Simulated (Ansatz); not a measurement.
# Ca5Mg under strains and displacements

Computed with Ansatz, DFT PBEsol, scalar-relativistic, plane waves, PAW.

Cutoff 420 eV; k points 12×12×2 on the computed 6-atom cell (Γ-centred); Gaussian smearing, width 0.10 eV; no spin polarisation.

Reference cell:

```
Ca Mg
1.0
     3.88462    0.00000    0.00000
    -1.94231    3.36418    0.00000
     0.00000    0.00000   18.42541
Ca Mg
5 1
Direct
  0.66667 0.33333 0.85337
  0.00000 0.00000 0.67605
  0.66667 0.33333 0.50000
  0.00000 0.00000 0.32395
  0.66667 0.33333 0.14663
  0.00000 0.00000 0.00000
```

Each variant moves atoms of this cell by the vectors given, if any (Å), and then applies a symmetric strain (tensor components, Cartesian axes). The reference cell isn't relaxed at this level. Energies are per atom at zero smearing, counted from the lowest variant. Pressure is positive in compression.

1. strain (xx yy zz yz xz xy, %) -3.48 -3.48 5.52 0.00 0.00 0.00; moves: Ca1 (0.000, 0.000, -0.034); Ca2 (0.000, 0.000, -0.072); Ca3 (0.000, 0.000, 0.092); Ca4 (0.000, 0.000, 0.173); Ca5 (0.000, 0.000, -0.043); Mg6 (0.000, 0.000, -0.116)
2. strain (xx yy zz yz xz xy, %) 2.45 2.45 5.45 0.00 0.00 0.00; moves: Ca1 (0.000, 0.000, -0.038); Ca2 (0.000, 0.000, -0.035); Ca4 (0.000, 0.000, 0.035); Ca5 (0.000, 0.000, 0.038)
3. strain (xx yy zz yz xz xy, %) 1.58 1.58 -1.42 0.00 0.00 0.00; moves: Ca1 (0.000, 0.000, -0.173); Ca2 (0.000, 0.000, 0.005); Ca4 (0.000, 0.000, -0.005); Ca5 (0.000, 0.000, 0.173)
4. strain (xx yy zz yz xz xy, %) 5.00 3.96 5.92 0.00 0.00 -0.90; moves: Ca1 (0.060, -0.035, -0.064); Ca2 (-0.057, 0.033, 0.021); Ca3 (0.198, -0.114, 0.000); Ca4 (-0.057, 0.033, -0.021); Ca5 (0.060, -0.035, 0.064); Mg6 (-0.204, 0.118, 0.000)
5. strain (xx yy zz yz xz xy, %) -4.90 -4.90 -1.90 0.00 0.00 0.00; moves: Ca1 (0.000, 0.000, 0.045); Ca2 (0.000, 0.000, 0.256); Ca4 (0.000, 0.000, -0.256); Ca5 (0.000, 0.000, -0.045)
6. strain (xx yy zz yz xz xy, %) 5.37 5.37 -0.63 0.00 0.00 0.00; moves: Ca1 (0.000, 0.000, 0.217); Ca2 (0.000, 0.000, 0.143); Ca4 (0.000, 0.000, -0.143); Ca5 (0.000, 0.000, -0.217)
7. strain (xx yy zz yz xz xy, %) 1.82 1.82 10.82 0.00 0.00 0.00; moves: Ca1 (0.000, 0.000, -0.351); Ca2 (0.000, 0.000, 0.254); Ca4 (0.000, 0.000, -0.254); Ca5 (0.000, 0.000, 0.351)
8. strain (xx yy zz yz xz xy, %) 2.89 2.89 1.39 0.00 0.00 0.00; moves: Ca1 (0.000, 0.000, -0.061); Ca2 (0.000, 0.000, 0.084); Ca4 (0.000, 0.000, -0.084); Ca5 (0.000, 0.000, 0.061)
9. strain (xx yy zz yz xz xy, %) 4.51 4.51 3.01 0.00 0.00 0.00; moves: Ca1 (0.000, 0.000, -0.491); Ca2 (0.000, 0.000, 0.174); Ca3 (0.000, 0.000, 0.153); Ca4 (0.000, 0.000, -0.070); Ca5 (0.000, 0.000, 0.272); Mg6 (0.000, 0.000, -0.037)
10. strain (xx yy zz yz xz xy, %) -3.12 -3.12 -4.62 0.00 0.00 0.00; moves: Ca1 (0.000, 0.000, -0.254); Ca2 (0.000, 0.000, 0.056); Ca4 (0.000, 0.000, -0.056); Ca5 (0.000, 0.000, 0.254)

| result | ΔE (meV/atom) | P (GPa) | largest force (eV/Å) |
| --- | --- | --- | --- |
| A | 10.5 | 1.22 | 0.63 |
| B | 0.0 | -1.21 | 0.30 |
| C | 5.3 | 1.50 | 0.45 |
| D | 16.1 | -1.95 | 0.16 |
| E | 6.4 | -0.67 | 0.16 |
| F | 127.6 | -2.13 | 0.57 |
| G | 32.6 | -2.36 | 0.05 |
| H | 40.2 | -2.04 | 0.22 |
| I | 100.7 | -2.05 | 0.97 |
| J | 70.2 | -2.74 | 0.17 |

Question: Which variant gave which result?

Answer: A is 10, B is 3, C is 5, D is 8, E is 1, F is 7, G is 2, H is 6, I is 9, J is 4.